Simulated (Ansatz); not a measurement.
TiRh (CsCl type, Pm-3m), the program Ansatz at the r²SCAN level (PAW), all energies at zero smearing, with the estimated change up to a 700 eV cutoff added, with one set of potentials and settings (totals compare only within such a set). Cell of 2 atoms (1 Ti, 1 Rh): -8921.198 eV.

| element | reference phase | E (eV/atom) |
|---|---|---|
| Ti | P6/mmm, 3 atoms in the cell | -2504.3896 |
| Rh | Fm-3m, 1 atoms in the cell | -6415.2735 |

Formation energy per atom, worked out: (-8921.198 − 1×(-2504.3896) − 1×(-6415.2735))/2 = -0.767 eV/atom (-74 kJ per mol of atoms), at 0 K, without zero-point energy or fitted corrections.

The first step of the workflow began from a Materials Project structure, measured or hypothetical; the Crystallography Open Database copy checked does not list it. COD files the formula under space group No. 123. Whether it is the stable phase at ambient conditions was not checked. Symmetry was held in the r²SCAN relaxation. At this level the phase is mechanically unstable. No spin polarisation was allowed. The references are the lowest solids computed at this level, not always the standard phases.

Potentials: the later of the program's two PAW sets.
